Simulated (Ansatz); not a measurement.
Stoichiometric slabs of W (Im-3m (No. 229)), cut along different planes. They are 9 to 10 Å thick, cut from the relaxed bulk and then relaxed; γ is the mean of both faces, φ the top face's.

```
W
1.0
    -1.57718    1.57718    1.57718
     1.57718   -1.57718    1.57718
     1.57718    1.57718   -1.57718
W
1
Direct
  0.00000 0.00000 0.00000
```

The calculation used DFT PBEsol, scalar-relativistic, plane waves, PAW (Ansatz). Cutoff 420 eV, k spacing 0.19 to 0.25 Å⁻¹, dipole correction; spin where the bulk is magnetic.

```
      slab cell (Å²)  γ as cut (J/m²)  γ relaxed (J/m²)  φ (eV) bulk gap (eV)
(110), W/W        7.0             3.69              3.63    4.88            0.0
(211), W/W       12.2             4.09              3.82    4.39            0.0
```

(1) Estimate γ for (100), W/W (cell 9.9 Å², bulk gap 0.0 eV).

(2) Which of these faces must appear on a crystal's equilibrium shape?

Reconstructions weren't sought.

Spin-orbit coupling is left out, which matters for the bands of heavy elements.

Results:

(1) 4.62 J/m² as cut and 4.33 J/m² relaxed, the highest of the 3.

(2) By Wulff's rule each face lies at a distance from the centre in proportion to its γ, so the lowest, (110), W/W at 3.63 J/m², lies nearest and is sure to appear among those computed; areas also depend on angles and on how many equivalent faces there are.

Cost: 9 runs of about 23 core-minutes in all, on Arm Neoverse V1, Arm Neoverse V2 (shared hosts).